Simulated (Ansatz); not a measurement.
Put MgGe2 in P4/mmm (No. 123): Mg on 1b; Ge on 2f. Recipe of this trial structure of MgGe2: Mg between sheets of the Se type, stage 1 (host Ge; sites filled 1 of 2). A sheet's type names the database crystal that the layer was cut from.

Theory: DFT PBE, scalar-relativistic, plane waves, PAW (Ansatz). Cutoff 420 eV, Γ-centred mesh, Gaussian smearing, no spin polarisation.

Formation energies are uncorrected and refer to the elements' standard structures at the same level.

Q: Give the relaxed lattice parameters and positions.

A:

Space group P4/mmm (No. 123). a = 3.852 Å, b = 3.852 Å, c = 4.304 Å, α = 90.00°, β = 90.00°, γ = 90.00°
```json
{"atom": "Mg", "site": "1b", "symmetry": "4/mmm", "x": "0.0000", "y": "0.0000", "z": "0.5000"}
{"atom": "Ge", "site": "2f", "symmetry": "mmm.", "x": "0.0000", "y": "0.5000", "z": "0.0000"}
```

Around Mg lie 8 Ge at 2.89 Å; around Ge lie 4 Ge at 2.72 Å and 4 Mg at 2.89 Å. Another local minimum with the same sites may exist.

Q: Where does its energy lie, and is it a metal?

A: The formation energy is +0.05 eV/atom. The gap on the 12×12×14 mesh of the 3-atom cell is 0 eV (a metal). A positive value: parting into the elements would lower its energy.

The last run used Gaussian smearing of 0.10 eV. A structure relaxed within its symmetry needn't be a true minimum.
